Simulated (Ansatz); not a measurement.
# Compressing BaMg2Sb2: a fit and a missing row

BaMg2Sb2, P-3m1, a = 4.791 Å, c = 8.191 Å. The structure is a COD entry; whether it is the stable form wasn't checked. Ansatz: r2SCAN, PAW, 500 eV, Γ-centred 6×6×4 mesh on 5 atoms, Gaussian smearing 0.02 eV; no spin polarisation. Shape and atoms are relaxed at each volume; pressure is positive in compression.

```tsv
V (Å³/atom)	P (GPa)
28.653	6.62
29.630	4.56
30.606	?
31.583	1.29
32.560	0.00
33.537	-1.10
34.514	-2.04
35.816	-3.08
```

**Question.** Take V0 = 32.560 Å³/atom, fit the third-order Birch–Murnaghan form to the other rows, and predict the missing pressure.

**Answer.** With the Eulerian strain f = ½[(V0/V)^(2/3) − 1] and y = P/[3f(1 + 2f)^(5/2)], the form is the line y = B0 + 1.5 B0 (B0′ − 4) f. Rows (f, y): 0.04448, 40.1; 0.03244, 40.0; 0.01026, 39.8; -0.00976, 39.5; -0.01905, 39.3; -0.03078, 39.1. Means f = 0.004598, y = 39.633; Σ(Δf)² = 0.004415, ΣΔfΔy = 0.05843; the slope is their ratio. y = 39.57 + 13.23 f GPa, so B0 = 39.6 GPa and B0′ = 4 + 2 × (13.23)/(3 × 39.57) = 4.22. At V = 30.606, f = 0.02106, y = 39.85 and P = 2.79 GPa. The run gave 2.79 GPa, the same to the digits shown.